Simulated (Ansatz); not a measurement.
## Data sheet: SiGe (DFT)

SiGe:
```xyz
4
Lattice="3.9228 0.0000 0.0000 0.0000 3.9276 0.0000 0.0000 0.0000 5.5424" Properties=species:S:1:pos:R:3 pbc="T T T"
Si     2.9421     0.0000     4.8771
Si     0.9807     0.0000     0.6653
Ge     0.9807     1.9638     2.0476
Ge     2.9421     1.9638     3.4947
```

Space group Pmma (No. 51); conventional cell a = 3.9228 Å, b = 3.9276 Å, c = 5.5424 Å, α = β = γ = 90.00°.

Method: the program Ansatz at the r²SCAN level (PAW). The cell and atoms are relaxed at this level. Other levels are named where they apply.

### Cell and energy

```json
{
  "volume_per_atom": "21.35 Å³",
  "density": "3.92 g/cm³",
  "Formation energy from the elements (no fitted shifts)": "0.010 eV/atom"
}
```

### Electronic structure

```json
{
  "band_gap": "0.58 eV (indirect)",
  "valence_band_maximum": "at Γ",
  "conduction_band_minimum": "on the S–Y line, 5 % of the way from S (k = 0.474, -0.500, 0.000) (2 equivalent valleys)",
  "smallest_direct_gap_on_the_standard_path": "0.80 eV",
  "electron_effective_mass": "0.30, 0.42, 0.68 mₑ (principal values)",
  "Electron effective mass with spin–orbit coupling": "0.30, 0.42, 0.68 mₑ (principal values)",
  "Weight of the conduction-edge state by species (Voronoi cells)": "Ge 50 %, Si 50 %",
  "hole_effective_mass": "0.067, 0.23, 1.9 mₑ (principal values)",
  "Hole effective mass with spin–orbit coupling": "0.082, 0.21, 0.32 mₑ (principal values)",
  "Weight of the valence-edge state by species (Voronoi cells)": "Ge 57 %, Si 43 %",
  "HSE06 gap on the r²SCAN cell": "0.92 eV",
  "Gap with spin–orbit coupling": "0.54 eV"
}
```

### Mechanics

```json
{
  "Bulk modulus (Birch–Murnaghan fit)": "84.6 GPa",
  "Pressure derivative B′": "4.5",
  "Elastic constants (relaxed ions, GPa)": "C11 = 177, C22 = 178, C33 = 147, C12 = 24.7, C13 = 52.4, C23 = 53.3, C44 = 75.4, C55 = 75.5, C66 = 47.8",
  "mechanical_stability": "stable (all eigenvalues of C positive)",
  "hill_bulk_and_shear_moduli": "84.8 and 63.0 GPa",
  "Young's modulus": "151 GPa",
  "Poisson's ratio": "0.20",
  "debye_temperature_from_the_elastic_constants": "475 K"
}
```

### Charges

```json
{
  "bader_charges": "Si +0.19, Ge -0.19 e"
}
```

The start of the workflow was typed in or built on a structure type; neither database checked (COD, Materials Project) lists it. Whether it is the stable phase at ambient conditions was not checked. Symmetry was held in the r²SCAN relaxation; its stability against distortions is not shown here. The references are the lowest solids computed at this level, not always the standard phases. Scalar-relativistic: spin–orbit coupling is off unless named, which matters more the heavier the elements.

Potentials: the earlier of the program's two PAW sets.
